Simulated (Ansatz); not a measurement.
One stationary structure of PbS. Space group Fm-3m (No. 225), rock salt type. All values below come from PBEsol (plane waves to 420 eV, PAW, scalar-relativistic; Ansatz, an electronic-structure program).

```cif
data_PbS
_chemical_formula_sum 'S1 Pb1'
_space_group_name_H-M_alt 'P 1'
_space_group_IT_number 1
_cell_length_a 4.17393
_cell_length_b 4.17393
_cell_length_c 4.17393
_cell_angle_alpha 60.000
_cell_angle_beta 60.000
_cell_angle_gamma 60.000
loop_
_space_group_symop_operation_xyz
  'x, y, z'
loop_
_atom_site_label
_atom_site_type_symbol
_atom_site_fract_x
_atom_site_fract_y
_atom_site_fract_z
_atom_site_occupancy
S1 S 0.00000 0.00000 0.00000 1
Pb1 Pb 0.50000 0.50000 0.50000 1
```

**Question.** Predict the band gap from PBEsol.

**Answer.** 0.20 eV, direct (no spin-orbit coupling).

No spin polarisation in the result. Spin-orbit coupling is missing; with elements this heavy it can move band edges by tenths of an eV or more.

The run could not lose the symmetry of its start.

All atoms sit on sites fixed by symmetry, so only the cell could relax.
